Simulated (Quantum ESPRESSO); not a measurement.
AsAlSi6, a curve over strain

Simulated, not a measurement. The program is pw.x of Quantum ESPRESSO 7.5 (plane-wave density functional theory). The cell is made up: 8 atoms on a zincblende/diamond lattice, with randomly drawn elements, strain and displacements, not relaxed. PseudoDojo standard norm-conserving files (v0.5 for PBE, v0.4.1 for LDA and PBEsol) set the functional; there is no spin polarisation, spin-orbit coupling or dispersion term, and the masses in the input are unused placeholders.

Seven runs add a strain to one cell (the same linear strain along x, y and z); the atoms follow the cell and are not relaxed. Stress in the table is positive in tension.

Input of the run at -0.0040:

```
&control calculation='scf', pseudo_dir='./dojo.nc.sr.pbe.v0_5.standard.upf', outdir='./o', disk_io='medium', tprnfor=.true., tstress=.true. /
&system ibrav=0, nat=8, ntyp=3, nbnd=31, ecutwfc=84.00895049, nosym=.true., tot_charge=0,
 occupations='smearing', smearing='fd', degauss=0.0073498644
/
&electrons conv_thr=7.350e-09, electron_maxstep=60, /
ATOMIC_SPECIES
Al 1.0 Al.upf
As 1.0 As.upf
Si 1.0 Si.upf
CELL_PARAMETERS angstrom
5.4032 0.0311 -0.009
0.0311 5.3197 -0.0245
-0.009 -0.0245 5.3959
ATOMIC_POSITIONS angstrom
As 0.0867 0.0473 -0.0082
Al 0.0473 2.697 2.7449
Si 2.5733 0.0803 2.5229
Si 2.7094 2.5872 -0.0815
Si 1.2573 1.2255 1.4907
Si 1.4073 3.7591 4.0363
Si 4.0822 1.4288 4.0019
Si 4.1319 3.9476 1.3227
K_POINTS automatic
6 6 6 1 1 1
```

| added strain | free energy less that of the input shown (eV) | stress xx (GPa) | stress yy (GPa) | stress zz (GPa) | stress xy (GPa) | pressure (GPa) | iterations |
| --- | --- | --- | --- | --- | --- | --- | --- |
| -0.0222 | 0.8942 | -22.27 | -20.07 | -20.93 | 6.82 | 21.09 | 10 |
| -0.0169 | 0.5963 | -19.82 | -17.80 | -18.56 | 6.41 | 18.73 | 10 |
| -0.0087 | 0.1963 | -16.32 | -14.53 | -15.16 | 5.81 | 15.33 | 10 |
| -0.0040 | 0.0000 | -14.46 | -12.80 | -13.36 | 5.50 | 13.54 | 10 |
| +0.0069 | -0.3723 | -10.53 | -9.15 | -9.54 | 4.81 | 9.74 | 10 |
| +0.0134 | -0.5423 | -8.42 | -7.19 | -7.50 | 4.44 | 7.70 | 10 |
| +0.0213 | -0.7001 | -6.08 | -5.01 | -5.24 | 4.01 | 5.44 | 10 |

A cubic fit gives a slope of stress xx against the added strain of 367 GPa at zero added strain, with the atoms clamped. Across the table the free energy follows the integral of the stress to within 0.9 meV. A rerun of one of the cells at 1437 eV and a 8 x 8 x 8 mesh moved values by no more than 0.002 eV in energy, 0.02 GPa in stress and 0.007 eV/Å in force.